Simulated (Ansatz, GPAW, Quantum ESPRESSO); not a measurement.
# InSb3: programs and potentials compared

```xyz
4
Lattice="4.8064 0.0000 0.0000 0.0000 4.8064 0.0000 0.0000 0.0000 4.8064" Properties=species:S:1:pos:R:3 pbc="T T T"
Sb    2.4032    2.4032    0.0000
Sb    0.0000    2.4032    2.4032
Sb    2.4032    0.0000    2.4032
In    0.0000    0.0000    0.0000
```

The cell comes from a database or a generator and needn't be the stable form of this composition.

Alike in all runs: task band structure; functional PBEsol; k mesh 6 × 6 × 6; occupations fermi-dirac, width 0.05 eV; no spin polarisation; no spin-orbit coupling. Pressure is positive in compression and, in plane waves, holds the error of the finite cutoff.

```
                           program and potentials  plane-wave cutoff (eV)  notes  pressure (GPa)
                Quantum ESPRESSO, GBRV 1.5 PBEsol                     762      -           -2.67
   Ansatz, all-electron LAPW, scalar-relativistic                       -      -           -2.67
GPAW, PAW data sets generated for this functional                     600      -           -2.96
```

The pressure spans -2.96 (GPAW, PAW data sets generated for this functional) to -2.67 GPa (Quantum ESPRESSO, GBRV 1.5 PBEsol), with all-electron results at -2.67.

The functional is the same throughout but for its coding, so the spread measures potentials, basis and numerics; runs on potential files found faulty are left out.
